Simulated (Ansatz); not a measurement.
**Ti5Re3: computed properties**

The calculation used DFT PBE, scalar-relativistic, plane waves, PAW in Ansatz.

Plane waves to 420 eV, a k mesh through Γ of 8×8×8 on the computed 8-atom cell and Gaussian smearing (0.10 eV); no spin polarisation.

The structure is relaxed at this level of theory with its symmetry kept, and needn't be the ground state of this composition.

```yaml
crystal:
  lattice:
    - [-3.14221, 3.14221, 3.14221]
    - [3.14221, -3.14221, 3.14221]
    - [3.14221, 3.14221, -3.14221]
  atoms:
    - { symbol: Ti, position: [0.00000, 0.00000, 0.00000] }
    - { symbol: Ti, position: [0.00000, 0.00000, 0.50000] }
    - { symbol: Ti, position: [0.00000, 0.50000, 0.00000] }
    - { symbol: Ti, position: [0.50000, 0.00000, 0.00000] }
    - { symbol: Ti, position: [0.50000, 0.50000, 0.50000] }
    - { symbol: Re, position: [0.00000, 0.50000, 0.50000] }
    - { symbol: Re, position: [0.50000, 0.50000, 0.00000] }
    - { symbol: Re, position: [0.50000, 0.00000, 0.50000] }
```

Task: Formation energy from the elements' standard states (uncorrected)?

Result: -0.275 eV/atom.

Task: Kohn–Sham band gap?

Result: none (metal).

Task: Density of states at the Fermi level?

Result: 9.6 states/eV per cell.

Task: Orbital (Löwdin) character within 0.5 eV of the Fermi level?

Result: Ti 3d 60 %, Re 5d 25 %, unprojected 7 %.

Task: Bader charge by site (e)?

Result: Ti (1 in the cell) 0.75, Ti (4 in the cell) 1.08, Re (3 in the cell) -1.69.

Spin-orbit coupling is left out, which matters for the bands of heavy elements.

The cell was found from a structure generator's guess, not taken from experiment. Löwdin shares on free-atom orbitals overweight diffuse shells.
